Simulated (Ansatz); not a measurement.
Phonons of HfN (rock salt) at Γ, L = (0.5, 0.0, 0.0), X = (0.5, 0.5, 0.0).

HfN (rock salt)

```xyz
2
Lattice="0.0000 2.2739 2.2739 2.2739 0.0000 2.2739 2.2739 2.2739 0.0000" Properties=species:S:1:pos:R:3 pbc="T T T"
N      0.0000     0.0000     0.0000
Hf     2.2739     2.2739     2.2739
```

Computed with PBE (plane waves to 420 eV, PAW, scalar-relativistic; Ansatz, a first-principles code). DFPT wavenumbers on a 18×18×18 k mesh, in cm⁻¹ and rounded to 5; i marks imaginary ones, q is in fractions of the reciprocal vectors of the cell shown, and the three acoustic modes at Γ are left out. HfN is run without spin polarisation. HfN was relaxed with its symmetry unable to fall. Spin-orbit coupling is left out, though Hf is heavy.

```json
[
 {"q": "Γ", "wavenumbers (cm⁻¹)": "480 (×3)"},
 {"q": "L = (0.5, 0.0, 0.0)", "wavenumbers (cm⁻¹)": "115 (×2), 145, 490, 510 (×2)"},
 {"q": "X = (0.5, 0.5, 0.0)", "wavenumbers (cm⁻¹)": "140 (×2), 160, 460, 490 (×2)"}
]
```

The structure shows no imaginary mode at these points (lowest 115 cm⁻¹ at L = (0.5, 0.0, 0.0)); other wave vectors were not tested.

Highest mode: 510 cm⁻¹ at L = (0.5, 0.0, 0.0).
